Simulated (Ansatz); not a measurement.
Data:

TePb₂Se:
```cif
data_Pb2SeTe
_chemical_formula_sum 'Te1 Pb2 Se1'
_space_group_name_H-M_alt 'P 1'
_space_group_IT_number 1
_cell_length_a 7.77779
_cell_length_b 7.77779
_cell_length_c 7.77779
_cell_angle_alpha 33.586
_cell_angle_beta 33.586
_cell_angle_gamma 33.586
loop_
_space_group_symop_operation_xyz
  'x, y, z'
loop_
_atom_site_label
_atom_site_type_symbol
_atom_site_fract_x
_atom_site_fract_y
_atom_site_fract_z
_atom_site_occupancy
Te1 Te 0.50000 0.50000 0.50000 1
Pb1 Pb 0.74461 0.74461 0.74461 1
Pb2 Pb 0.25539 0.25539 0.25539 1
Se1 Se 0.00000 0.00000 0.00000 1
```

This is the r²SCAN-relaxed structure.

**Question.** All from plane-wave PAW r²SCAN (Ansatz code), unless another level is named. Estimate the electron effective mass with spin–orbit coupling.

**Answer.** 0.030, 0.030, 0.14 mₑ (principal values).

**Question.** And the formation energy from the elements (no fitted shifts)?

**Answer.** -0.58 eV/atom.

**Question.** And the gap with spin–orbit coupling?

**Answer.** 0.16 eV.

**Question.** And the hole effective mass with spin–orbit coupling?

**Answer.** 0.029, 0.029, 0.17 mₑ (principal values).

**Question.** And the hole effective mass?

**Answer.** 0.099, 0.099, 0.36 mₑ (principal values).

**Question.** And the band gap?

**Answer.** 0.88 eV (smallest direct gap 0.89 eV).

Space group R-3m. The first step of the workflow began from a Materials Project structure, measured or hypothetical; the Crystallography Open Database copy checked does not list it. With Te and Se taken as one species the cell has the higher symmetry Fm-3m, so it may be an ordered model of a mixed-site phase. Whether it is the stable phase at ambient conditions was not checked. The cell was relaxed with r²SCAN under the symmetry of its start; of distortions, only those at the zone centre were tested. The references are the lowest solids computed at this level, not always the standard phases. Scalar-relativistic: spin–orbit coupling is off unless named, which matters more the heavier the elements.

Potentials: the later of the program's two PAW sets.
